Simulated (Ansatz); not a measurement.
The structure comes from a relaxation in the same program, started in the rocksalt type. Whether it is a known phase or the ground state wasn't checked. The listed cell was then made from it by scaling, straining or moving an atom.

An input for NbSi: DFT, PBE, PAW with Ansatz's default frozen-core files, scalar-relativistic (Ansatz 0.2.0).

```yaml
crystal:
  lattice:
    - [-0.0386047674, 2.5543487786, 2.5543487786]
    - [2.5543487786, -0.0386047674, 2.5543487786]
    - [2.5543487786, 2.5543487786, -0.0386047674]
  atoms:
    - { symbol: Nb, position: [0.0, 0.0, 0.0] }
    - { symbol: Si, position: [0.5, 0.5, 0.5] }
kpoints:
  mp_grid: { grid: [14, 14, 14] }
scf:
  occupations: { method: fermi_dirac, width: 0.05 }
hamiltonian:
  xc: pbe
  pseudopotentials: { kind: paw }
output:
  forces: true
  stress: true
  eigenvalues: true
  efg: { contact_densities: true }
```

The results part of the log:

```
SCF 1 converged in 6 iterations: F = -5188.549738 eV  dr2 = 3.84e-10
  greatest PAW one-centre occupation: 0.998 electrons in one spin orbital (limit 2), on the Nb atom at site 0 (counted from 0), in its partial waves of l = 0
SCF converged after 6 iterations
Free energy (F): -5188.549738 eV
Harris-Foulkes:  -5188.549738 eV  (|F-HF|=1.44e-10)
Internal energy: -5188.536811 eV  (E = F + TS)
E sigma→0 (E₀):  -5188.543275 eV
Entropy (-TS):   -0.012927 eV (-6.463 meV/atom)
Fermi energy:    14.011941 eV
--- Per-component energies (eV) ---
  E_band       = -97.377140
  E_kinetic    = 435.343332
  E_local      = -906.767322  (includes V_loc(G=0)·N_el)
  E_nonlocal   = 146.515034
  E_hartree    = 298.847298
  E_xc         = -231.299007
  E_vxc        = -260.464252  (∫ρ·V_xc dr)
  E_paw        = -3586.154256  (= ΣΔE_a)
  E_vpaw       = -109.698752  (= ΣTr[D̂ρ^β])
  E_aug_tail   = 0.000012  (compensation charges beyond the density's cutoff)
  E_ewald      = -1345.021903
  E_smearing   = -0.012927  (= −TS)
  E_closure    = -0.000000  (closes the sum)
  Σ components = -5188.549738   (vs F -5188.549738, Δ=0.00e0)
--- Forces (eV/Å), atoms counted from 1 ---
  atom   1  Nb     0.00000000     0.00000000    -0.00000000
  atom   2  Si     0.00000000     0.00000000     0.00000000
  max |Σ_I F_I| component: 2.30e-31 eV/Å
--- Stress (GPa, compression-positive) ---
        0.040622       0.449255       0.449255
        0.449255       0.040622       0.449255
        0.449255       0.449255       0.040622
  P = ⅓ Tr σ = 0.0406 GPa (0.406 kbar)
--- PAW observables at the nuclei: V_zz in 10²¹ V/m², potentials from the cell's mean, atoms counted from 1 ---
  atom   1  Nb V_zz =    -0.204561   η = 0.0000   by run symmetry: allowed
            electrostatic potential = -6139.644201 V   contact ρ = 540896.875222 e/Å³
  atom   2  Si V_zz =    +0.319738   η = 0.0000   by run symmetry: allowed
            electrostatic potential = -1367.154424 V   contact ρ = 12812.643588 e/Å³
--- Band table (eV; the first three rows and the last of 288) ---
  k-point 0: bands = ["-41.2844", "-17.3171", "-17.3171", "-17.3027", "3.3004", "12.6535", "12.6535", "12.8716", "13.2684", "13.2684", "16.3045", "16.3045", "16.5356"]
  k-point 1: bands = ["-41.2836", "-17.3268", "-17.3183", "-17.3048", "3.3976", "12.4863", "12.6438", "12.8475", "13.1149", "13.1351", "16.2197", "16.6643", "16.8559"]
  k-point 2: bands = ["-41.2813", "-17.3555", "-17.3215", "-17.3094", "3.6842", "11.9833", "12.3228", "12.4679", "13.1573", "13.2643", "16.0104", "17.5214", "17.6701"]
  k-point 287: bands = ["-41.2657", "-17.5237", "-17.3474", "-17.3474", "6.8554", "8.0728", "10.6642", "10.6642", "15.3255", "15.3255", "16.6132", "18.1902", "20.7952"]
```
